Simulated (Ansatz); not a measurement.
PbTe (rock salt)

```
PbTe
1.0
    0.00000     6.53422     6.53422
    3.26711     0.00000     3.26711
    3.26711     3.26711     0.00000
Te Pb
2 2
Direct
  0.00000   0.00000   0.00000
  0.50000   0.00000   0.00000
  0.25000   0.50000   0.50000
  0.75000   0.50000   0.50000
```

In this cell atom 3 (Pb, nearest neighbour Te at 3.267 Å; its periodic images, 4.6 Å or more away, move with it) is moved by u·(1.000, 0.000, 0.000) + v·(0.000, 0.000, 1.000); the rest is frozen.

All values below come from r2SCAN (plane waves to 500 eV, PAW, scalar-relativistic; Ansatz, a quantum-chemistry and plane-wave program). k mesh 7×7×7 (Γ-centred), Fermi-Dirac smearing 0.05 eV. Energies are smeared free energies. PbTe was relaxed with its symmetry unable to fall. Spin-orbit coupling is left out, though Pb and Te are heavy. ΔE is measured from the undisplaced structure. Axes are in Å.

Q: Estimate the ΔE (meV/cell) for all points of the grid u = -0.820, -0.547, -0.273, 0.000, 0.273, 0.547, 0.820 by v = -0.820, -0.547, -0.273, 0.000, 0.273, 0.547, 0.820.

A: ΔE (meV/cell), with u across and v down:

```tsv
v \ u	-0.820	-0.547	-0.273	0.000	0.273	0.547	0.820
-0.820	1821	1420	1443	1573	1704	1939	2569
-0.547	1420	617	416	451	606	988	1939
-0.273	1443	416	104	78	203	606	1704
0.000	1573	451	78	0	78	451	1573
0.273	1704	606	203	78	104	416	1443
0.547	1939	988	606	451	416	617	1420
0.820	2569	1939	1704	1573	1443	1420	1821
```

(For displaced atoms, the force is minus the slope of the energy, and its curvature is a force constant, which sets phonon frequencies.)
